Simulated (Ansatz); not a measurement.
## WS2: S vacancy

All numbers below come from DFT LDA, scalar-relativistic, plane waves, PAW (Ansatz). Run with 420 eV cutoff, 2×2×2 k-mesh, Gaussian smearing of 0.01 eV, collinear spin in charge -1 alone.

Host crystal, relaxed:

```
W S
1.0
     3.12678    0.00000    0.00000
    -1.56339    2.70788    0.00000
     0.00000    0.00000   12.16270
W S
2 4
Direct
  0.33333 0.66667 0.25000
  0.66667 0.33333 0.75000
  0.33333 0.66667 0.62158
  0.66667 0.33333 0.12158
  0.33333 0.66667 0.87842
  0.66667 0.33333 0.37842
```

Supercell of 42 atoms, rows in host cell vectors: -2 -3 0; 3 1 0; 0 0 1. Atoms relax at the host's cell from a start displaced at random by 0.06 Å near the defect, so other minima may exist. The cell is small, so energies carry finite-size errors of tenths of an eV. The host's Kohn–Sham gap is 0.83 eV. Charged cells are corrected for image charges with the computed static dielectric tensor (mean 11.7) and aligned with the host's potential at far atoms (alignment terms reach 0.35 eV; the program doubts the alignment in some charges, where it is up to 0.35 eV). No band-filling term is added, and the Fermi level counts from the host's valence band top.

Spin-orbit coupling is left out, which matters for the bands and energies of heavy elements. Starting moments were lost in some runs.

Defect: S vacancy at (0.333, 0.667, 0.622) of the host cell.

Problem. Does the neutral defect carry a moment, and how do its surroundings relax?

Solution. The neutral run had no spin polarisation, so a moment wasn't tested. The nearest neighbours before are 3 W at 2.39 Å; after relaxation the atoms near the site are 3 W at 2.35 Å; the largest move is 0.07 Å.

Problem. Charges 0, -1 were computed. Which is stable where in the gap?

Solution. Among the charges computed the stable one is 0 at the valence band top and stays so across the gap. In charge -1 the extra carrier would gain by moving to a band edge of the host, so it isn't bound in the gap, though by less than the errors named above. In charge -1 the cell has partly filled bands: a level of the defect may be part filled, the carrier may sit in the host's bands, or levels may cross between the k points, so transitions that involve it are doubtful. Without the alignment that the program doubts, the level (0/-1) would lie at 0.57 eV, inside the gap, so these runs don't decide whether the defect changes charge there. Levels between neighbouring charges: (0/-1) 0.92 eV.

Cost: 3 runs of about 100 core-minutes in all, on AMD EPYC (Zen 3) (shared hosts).